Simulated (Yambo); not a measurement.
## Optical response of Ir

```
Ir
1.0
    0.00000     1.92697     1.92697
    1.92697     0.00000     1.92697
    1.92697     1.92697     0.00000
Ir
1
Cartesian
  0.00000   0.00000   0.00000
```

Yambo, RPA with local fields on PBEsol bands; 18×18×18 mesh, 23 bands, 4 Ry local-field block, 0.25 eV broadening; field along x.

```csv
E (eV),Im ε,"Im ε, independent particles"
0.6,27.4,27.5
1.2,36.7,36.9
1.9,29.1,29.2
2.5,23.3,23.4
3.1,16.7,16.7
3.8,13.5,13.5
4.4,11.4,11.3
5.0,6.39,6.28
5.6,4.77,4.71
6.2,4.44,4.40
6.9,3.88,3.87
7.5,3.52,3.52
8.1,3.77,3.78
8.8,4.86,4.84
9.4,4.98,4.93
10.0,5.72,5.60
10.6,4.54,4.42
11.2,3.93,3.81
11.9,3.17,3.11
12.5,2.82,2.79
13.1,2.22,2.25
13.8,2.36,2.43
14.4,2.07,2.23
15.0,2.20,2.45
15.6,1.99,2.30
16.2,1.95,2.33
16.9,2.06,2.62
17.5,2.70,3.71
18.1,3.35,4.40
18.8,3.18,3.90
19.4,3.39,4.21
20.0,3.13,3.56
```

Only interband transitions are included: the Drude term is missing, so nothing below about 0.6 eV and no real part is shown. Peak heights and small wiggles depend on the k mesh.

Spin-orbit coupling is left out; for elements this heavy it splits bands near the Fermi level.

Geometry of the Materials Project entry, not relaxed at this level.
